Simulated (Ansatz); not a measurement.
Ba$_{2}$NaReO$_{6}$:
```cif
data_Ba8Na4O24Re4
_chemical_formula_sum 'Na4 Ba8 Re4 O24'
_space_group_name_H-M_alt 'Fm-3m'
_space_group_IT_number 225
_space_group_name_Hall '-F 4 2 3'
_cell_length_a 8.24644
_cell_length_b 8.24644
_cell_length_c 8.24644
_cell_angle_alpha 90.000
_cell_angle_beta 90.000
_cell_angle_gamma 90.000
loop_
_atom_site_label
_atom_site_type_symbol
_atom_site_symmetry_multiplicity
_atom_site_Wyckoff_symbol
_atom_site_fract_x
_atom_site_fract_y
_atom_site_fract_z
_atom_site_occupancy
Na1 Na 4 a 0.00000 0.00000 0.00000 1
Ba1 Ba 8 c 0.25000 0.25000 0.25000 1
Re1 Re 4 b 0.50000 0.50000 0.50000 1
O1 O 24 e 0.00000 0.00000 0.27259 1
```
(The calculation used a cell of 10 atoms; values per cell refer to that cell.)

Relaxed with PBEsol. Independent-particle spectrum: no excitons, no local fields, no scissors shift; 0.1 eV broadening; ε₁ of the summed bands alone.

Task: Tabulate the dielectric function from PBEsol (plane waves, PAW; program Ansatz).

Result: 

| E (eV) | ε₁ xx | ε₂ xx |
|---|---|---|
| 0.0 | 5.55 | 0.00 |
| 0.5 | 5.61 | 0.00 |
| 1.0 | 5.78 | 0.00 |
| 1.5 | 6.13 | 0.00 |
| 2.0 | 6.85 | 0.00 |
| 2.5 | 9.07 | 0.39 |
| 3.0 | 9.32 | 5.43 |
| 3.5 | 6.78 | 5.08 |
| 4.0 | 2.02 | 7.72 |
| 4.5 | 1.22 | 3.83 |
| 5.0 | 0.61 | 1.53 |
| 5.5 | 1.84 | 0.72 |
| 6.0 | 3.78 | 0.26 |
| 6.5 | 5.30 | 1.06 |
| 7.0 | 5.69 | 3.21 |
| 7.5 | 5.11 | 5.12 |
| 8.0 | 2.10 | 4.83 |
| 8.5 | 2.43 | 4.96 |
| 9.0 | 2.45 | 4.77 |
| 9.5 | 0.21 | 6.19 |
| 10.0 | 0.25 | 4.72 |
| 10.5 | -0.30 | 2.60 |
| 11.0 | -0.32 | 3.53 |
| 11.5 | -0.65 | 2.25 |
| 12.0 | -0.21 | 1.42 |

Task: From ε at 3.5 eV (xx: 6.78 + 5.08i), find n, k, the normal reflectivity and the absorption coefficient.

Result: n = 2.76, k = 0.920, R = 26 %, α = 2kE/ħc = 330000 cm⁻¹.

With all bands, ε∞ without local fields is 5.86. DFPT, with local fields, gives 4.48.

The first step of the workflow began from a Materials Project structure, measured or hypothetical; the Crystallography Open Database files this formula in space group No. 225, but the cells were not matched. Whether it is the stable phase at ambient conditions was not checked. Symmetry was held in the PBEsol relaxation; whether a distortion lowers the energy is not shown. No spin polarisation was allowed. Spin–orbit coupling is left out wherever it is not named.

Potentials: the later of the program's two PAW sets.
